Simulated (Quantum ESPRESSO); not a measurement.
Ti2TaO5F3, finding a planted mistake in a log

Simulated, not a measurement. The program is pw.x of Quantum ESPRESSO 7.5 (plane-wave density functional theory). The cell is made up: 11 atoms on a fluorite lattice with one site empty, with randomly drawn elements, strain and displacements, not relaxed. PseudoDojo standard norm-conserving files (v0.5 for PBE, v0.4.1 for LDA and PBEsol) set the functional; there is no spin polarisation, spin-orbit coupling or dispersion term, and the masses in the input are unused placeholders.

Intended input:

```
&control calculation='scf', pseudo_dir='./dojo.nc.sr.pbe.v0_5.standard.upf', outdir='./o', disk_io='medium', tprnfor=.true., tstress=.true. /
&system ibrav=0, nat=11, ntyp=4, nbnd=50, ecutwfc=84.00895049, nosym=.true., tot_charge=0,
 occupations='smearing', smearing='fd', degauss=0.0018374661
/
&electrons conv_thr=7.350e-09, electron_maxstep=60, /
ATOMIC_SPECIES
F 1.0 F.upf
O 1.0 O.upf
Ta 1.0 Ta.upf
Ti 1.0 Ti.upf
CELL_PARAMETERS angstrom
4.9183 0.0359 0.0445
0.0359 5.0306 -0.0173
0.0445 -0.0173 4.9654
ATOMIC_POSITIONS angstrom
Ti 0.1359 -0.0129 -0.046
Ti -0.0178 2.5444 2.4557
Ta 2.5339 0.0798 2.4812
O 1.2786 1.3121 1.1845
O 1.2984 1.374 3.6492
O 1.289 3.789 1.2466
O 1.2317 3.7213 3.7421
O 3.7043 1.2748 1.3487
F 3.5964 1.3438 3.6869
F 3.6837 3.834 1.3028
F 3.8425 3.84 3.7228
K_POINTS automatic
5 4 5 1 1 1
```

The log is shortened where brackets say so; the opening notice, blank lines, dates and the lines on written files are dropped, and the path of the files is cut. It prints rydbergs, bohrs and kilobars, and counts compression as positive stress. Where no state is partly filled, the Fermi energy that it prints is only some level between the filled and the empty states on the mesh, and need not lie in the true gap.

Log of the intended run:

```
     Program PWSCF v.7.5
     Parallel version (MPI & OpenMP), running on       1 processor cores
     Number of MPI processes:                 1
     Threads/MPI process:                     1
     [start-up lines left out]
     bravais-lattice index     =            0
     lattice parameter (alat)  =       9.2949  a.u.
     unit-cell volume          =     828.9387 (a.u.)^3
     number of atoms/cell      =           11
     number of atomic types    =            4
     number of electrons       =        88.00
     number of Kohn-Sham states=           50
     kinetic-energy cutoff     =      84.0090  Ry
     charge density cutoff     =     336.0358  Ry
     scf convergence threshold =      7.3E-09
     mixing beta               =       0.7000
     number of iterations used =            8  plain     mixing
     Exchange-correlation= PBE
                           (   1   4   3   4   0   0   0)
     [axes and pseudopotential details left out]
   Cartesian axes
     site n.     atom                  positions (alat units)
         1        Ti     tau(   1) = (   0.0276296  -0.0026227  -0.0093522  )
         2        Ti     tau(   2) = (  -0.0036189   0.5172983   0.4992648  )
         3        Ta     tau(   3) = (   0.5151635   0.0162240   0.5044492  )
         4        O      tau(   4) = (   0.2599503   0.2667611   0.2408190  )
         5        O      tau(   5) = (   0.2639758   0.2793459   0.7419136  )
         6        O      tau(   6) = (   0.2620647   0.7703361   0.2534444  )
         7        O      tau(   7) = (   0.2504151   0.7565721   0.7608009  )
         8        O      tau(   8) = (   0.7531159   0.2591777   0.2742022  )
         9        F      tau(   9) = (   0.7311789   0.2732060   0.7495783  )
        10        F      tau(  10) = (   0.7489277   0.7794850   0.2648704  )
        11        F      tau(  11) = (   0.7812131   0.7807048   0.7568771  )
     number of k points=    50  Fermi-Dirac smearing, width (Ry)=  0.0018
                       cart. coord. in units 2pi/alat
        k(    1) = (   0.0982252   0.1218560   0.0986024), wk =   0.0400000
        k(    2) = (   0.0964274   0.1225502   0.2967372), wk =   0.0400000
     [further k points left out]
     Dense  grid:    86211 G-vectors     FFT dimensions: (  60,  60,  60)
     Estimated max dynamical RAM per process >     142.70 MB
     Initial potential from superposition of free atoms
     starting charge      87.9959, renormalised to      88.0000
     Starting wfcs are   62 randomized atomic wfcs
     total cpu time spent up to now is       22.1 secs
     per-process dynamical memory:    79.8 Mb
     Self-consistent Calculation
     iteration #  1     ecut=    84.01 Ry     beta= 0.70
     Davidson diagonalization with overlap
     ethr =  1.00E-02,  avg # of iterations =  2.0
     total cpu time spent up to now is       59.8 secs
     total energy              =    -678.46664575 Ry
     estimated scf accuracy    <       5.46582708 Ry
     iteration #  2     ecut=    84.01 Ry     beta= 0.70
     Davidson diagonalization with overlap
     ethr =  6.21E-03,  avg # of iterations =  8.6
     total cpu time spent up to now is      131.3 secs
     total energy              =    -670.36855532 Ry
     estimated scf accuracy    <     107.87108598 Ry
     [iterations 3 to 20 left out]
     iteration # 21     ecut=    84.01 Ry     beta= 0.70
     Davidson diagonalization with overlap
     ethr =  1.10E-10,  avg # of iterations =  5.7
     total cpu time spent up to now is      873.5 secs
     total energy              =    -681.62036656 Ry
     estimated scf accuracy    <       0.00000003 Ry
     iteration # 22     ecut=    84.01 Ry     beta= 0.70
     Davidson diagonalization with overlap
     ethr =  3.41E-11,  avg # of iterations =  3.3
     total cpu time spent up to now is      912.8 secs
     End of self-consistent calculation
     [lines on levels left out]
     the Fermi energy is     9.5316 ev
!    total energy              =    -681.62036657 Ry
     estimated scf accuracy    <          3.5E-09 Ry
     smearing contrib. (-TS)   =      -0.00000003 Ry
     internal energy E=F+TS    =    -681.62036654 Ry
     The total energy is F=E-TS. E is the sum of the following terms:
     one-electron contribution =    -232.79229596 Ry
     hartree contribution      =     160.71720961 Ry
     xc contribution           =    -138.78680188 Ry
     ewald contribution        =    -470.75847831 Ry
     convergence has been achieved in  22 iterations
     Forces acting on atoms (cartesian axes, Ry/au):
     atom    1 type  4   force =     0.18783451    0.02741777    0.05378666
     atom    2 type  4   force =     0.19357286   -0.08181231   -0.06171621
     atom    3 type  3   force =    -0.23343224    0.11423580   -0.09864201
     atom    4 type  2   force =    -0.03830209   -0.07581804    0.02856736
     atom    5 type  2   force =    -0.07665715   -0.09912040   -0.03635293
     atom    6 type  2   force =    -0.06192404    0.06705763    0.04920131
     atom    7 type  2   force =    -0.01983852    0.09911576   -0.01406262
     atom    8 type  2   force =     0.02590418   -0.05179833    0.04176806
     atom    9 type  1   force =     0.05117660   -0.01510076    0.04991212
     atom   10 type  1   force =     0.02502760   -0.01594459   -0.00712855
     atom   11 type  1   force =    -0.05336171    0.03176747   -0.00533319
     Total force =     0.475021     Total SCF correction =     0.000160
     Computing stress (Cartesian axis) and pressure
          total   stress  (Ry/bohr**3)                   (kbar)     P=     -119.51
  -0.00053270  -0.00018236   0.00007934          -78.36      -26.83       11.67
  -0.00018236  -0.00125213   0.00001526          -26.83     -184.19        2.24
   0.00007934   0.00001526  -0.00065248           11.67        2.24      -95.98
     init_run     :     17.92s CPU     21.94s WALL (       1 calls)
     electrons    :    851.61s CPU    890.72s WALL (       1 calls)
     forces       :      7.10s CPU      7.17s WALL (       1 calls)
     stress       :     28.77s CPU     29.06s WALL (       1 calls)
     [timing details left out]
     PWSCF        :  15m 5.79s CPU  15m51.14s WALL
     JOB DONE.
```

A second run was made from an input with one planted mistake. Its log:

```
     Program PWSCF v.7.5
     Parallel version (MPI & OpenMP), running on       1 processor cores
     Number of MPI processes:                 1
     Threads/MPI process:                     1
     [start-up lines left out]
     bravais-lattice index     =            0
     lattice parameter (alat)  =       9.2949  a.u.
     unit-cell volume          =     828.9387 (a.u.)^3
     number of atoms/cell      =           11
     number of atomic types    =            4
     number of electrons       =        88.00
     number of Kohn-Sham states=           50
     kinetic-energy cutoff     =      84.0090  Ry
     charge density cutoff     =     336.0358  Ry
     scf convergence threshold =      2.2E-03
     mixing beta               =       0.7000
     number of iterations used =            8  plain     mixing
     Exchange-correlation= PBE
                           (   1   4   3   4   0   0   0)
     [axes and pseudopotential details left out]
   Cartesian axes
     site n.     atom                  positions (alat units)
         1        Ti     tau(   1) = (   0.0276296  -0.0026227  -0.0093522  )
         2        Ti     tau(   2) = (  -0.0036189   0.5172983   0.4992648  )
         3        Ta     tau(   3) = (   0.5151635   0.0162240   0.5044492  )
         4        O      tau(   4) = (   0.2599503   0.2667611   0.2408190  )
         5        O      tau(   5) = (   0.2639758   0.2793459   0.7419136  )
         6        O      tau(   6) = (   0.2620647   0.7703361   0.2534444  )
         7        O      tau(   7) = (   0.2504151   0.7565721   0.7608009  )
         8        O      tau(   8) = (   0.7531159   0.2591777   0.2742022  )
         9        F      tau(   9) = (   0.7311789   0.2732060   0.7495783  )
        10        F      tau(  10) = (   0.7489277   0.7794850   0.2648704  )
        11        F      tau(  11) = (   0.7812131   0.7807048   0.7568771  )
     number of k points=    50  Fermi-Dirac smearing, width (Ry)=  0.0018
                       cart. coord. in units 2pi/alat
        k(    1) = (   0.0982252   0.1218560   0.0986024), wk =   0.0400000
        k(    2) = (   0.0964274   0.1225502   0.2967372), wk =   0.0400000
     [further k points left out]
     Dense  grid:    86211 G-vectors     FFT dimensions: (  60,  60,  60)
     Estimated max dynamical RAM per process >     142.70 MB
     Initial potential from superposition of free atoms
     starting charge      87.9959, renormalised to      88.0000
     Starting wfcs are   62 randomized atomic wfcs
     total cpu time spent up to now is       18.1 secs
     per-process dynamical memory:    87.1 Mb
     Self-consistent Calculation
     iteration #  1     ecut=    84.01 Ry     beta= 0.70
     Davidson diagonalization with overlap
     ethr =  1.00E-02,  avg # of iterations =  2.0
     total cpu time spent up to now is       62.5 secs
     total energy              =    -678.46664575 Ry
     estimated scf accuracy    <       5.46582708 Ry
     iteration #  2     ecut=    84.01 Ry     beta= 0.70
     Davidson diagonalization with overlap
     ethr =  6.21E-03,  avg # of iterations =  8.6
     total cpu time spent up to now is      140.4 secs
     total energy              =    -670.36855532 Ry
     estimated scf accuracy    <     107.87108598 Ry
     [iterations 3 to 10 left out]
     iteration # 11     ecut=    84.01 Ry     beta= 0.70
     Davidson diagonalization with overlap
     ethr =  6.29E-05,  avg # of iterations =  4.5
     total cpu time spent up to now is      508.7 secs
     total energy              =    -681.61735112 Ry
     estimated scf accuracy    <       0.02104232 Ry
     iteration # 12     ecut=    84.01 Ry     beta= 0.70
     Davidson diagonalization with overlap
     c_bands:  1 eigenvalues not converged
     c_bands:  1 eigenvalues not converged
     c_bands:  1 eigenvalues not converged
     c_bands:  1 eigenvalues not converged
     ethr =  2.39E-05,  avg # of iterations =  9.5
     total cpu time spent up to now is      548.8 secs
     End of self-consistent calculation
     [lines on levels left out]
     the Fermi energy is     9.5292 ev
!    total energy              =    -681.61921029 Ry
     estimated scf accuracy    <       0.00092631 Ry
     smearing contrib. (-TS)   =      -0.00000004 Ry
     internal energy E=F+TS    =    -681.61921024 Ry
     The total energy is F=E-TS. E is the sum of the following terms:
     one-electron contribution =    -232.94509942 Ry
     hartree contribution      =     160.87146552 Ry
     xc contribution           =    -138.78709803 Ry
     ewald contribution        =    -470.75847831 Ry
     convergence has been achieved in  12 iterations
     Forces acting on atoms (cartesian axes, Ry/au):
     atom    1 type  4   force =     0.18613294    0.02626659    0.05262064
     atom    2 type  4   force =     0.19216820   -0.08119021   -0.06096202
     atom    3 type  3   force =    -0.23272740    0.11246216   -0.09706095
     atom    4 type  2   force =    -0.03878696   -0.07462298    0.02778996
     atom    5 type  2   force =    -0.07607658   -0.09761731   -0.03591752
     atom    6 type  2   force =    -0.06211088    0.06625926    0.04899835
     atom    7 type  2   force =    -0.02016998    0.09900523   -0.01365643
     atom    8 type  2   force =     0.02701648   -0.05180402    0.04067130
     atom    9 type  1   force =     0.05204514   -0.01436389    0.04995098
     atom   10 type  1   force =     0.02573862   -0.01630444   -0.00714572
     atom   11 type  1   force =    -0.05322958    0.03190960   -0.00528860
     Total force =     0.471598     Total SCF correction =     0.071802
     SCF correction compared to forces is large: reduce conv_thr to get better values
     Computing stress (Cartesian axis) and pressure
          total   stress  (Ry/bohr**3)                   (kbar)     P=     -113.84
  -0.00049106  -0.00017941   0.00008294          -72.24      -26.39       12.20
  -0.00017941  -0.00121372   0.00002166          -26.39     -178.54        3.19
   0.00008294   0.00002166  -0.00061686           12.20        3.19      -90.74
     init_run     :     16.56s CPU     17.96s WALL (       1 calls)
     electrons    :    490.78s CPU    530.72s WALL (       1 calls)
     forces       :      6.42s CPU      6.51s WALL (       1 calls)
     stress       :     29.45s CPU     29.68s WALL (       1 calls)
     [timing details left out]
     PWSCF        :   9m 3.51s CPU   9m45.53s WALL
     JOB DONE.
```

Question: what was wrong in the second input?

Answer: the self-consistency threshold is too loose. The input lines that differ, file-writing options aside:

```
- &electrons conv_thr=7.350e-09, electron_maxstep=60, /
+ &electrons conv_thr=2.205e-03, electron_maxstep=60, /
```

|  | intended run | run with the mistake |
| --- | --- | --- |
| free energy (eV) | -9273.918 | -9273.902 |
| smearing term -TS (eV) | 0.0000 | 0.0000 |
| pressure (GPa) | -11.95 | -11.38 |
| largest force component (eV/Å) | 6.002 | 5.984 |
| largest change of a force component (eV/Å) |  | 0.046 |
| iterations | 22 | 12 |

For scale, a rerun of the intended cell at a cutoff of 1437 eV and k mesh 7 x 6 x 7 moved values by no more than 0.002 eV in energy, 0.05 GPa in stress and 0.004 eV/Å in force.